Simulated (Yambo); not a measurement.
Na3MoO3F3 (space group R3, No. 146), G0W0@LDA (Yambo, plasmon pole, terminator in G, 2×2×2 mesh): gap L → Z in eV by bands and screening block.

| bands (W and G) | 2 Ry | 3 Ry | 4 Ry | 6 Ry | 7 Ry |
|---|---|---|---|---|---|
| 64 | … | 7.77 | 7.61 | 7.56 | 7.56 |
| 88 | 7.64 | 7.56 | 7.42 | 7.38 | … |
| 121 | 7.55 | 7.47 | 7.31 | 7.28 | 7.27 |
| 161 | 7.49 | 7.42 | 7.26 | 7.23 | 7.22 |
| 203 | 7.47 | 7.39 | 7.23 | … | 7.19 |

Question: Estimate the withheld gaps from their neighbours; the computed values follow.

Answer: 
- 64, 2 Ry: 7.84
- 88, 7 Ry: 7.37
- 203, 6 Ry: 7.20

The largest settings aren't shown to be the converged limit.

Spin-orbit coupling is not included.

Geometry of the Materials Project entry, not relaxed at this level; primitive cell a = b = c = 5.8061 Å, α = β = γ = 57.29°.
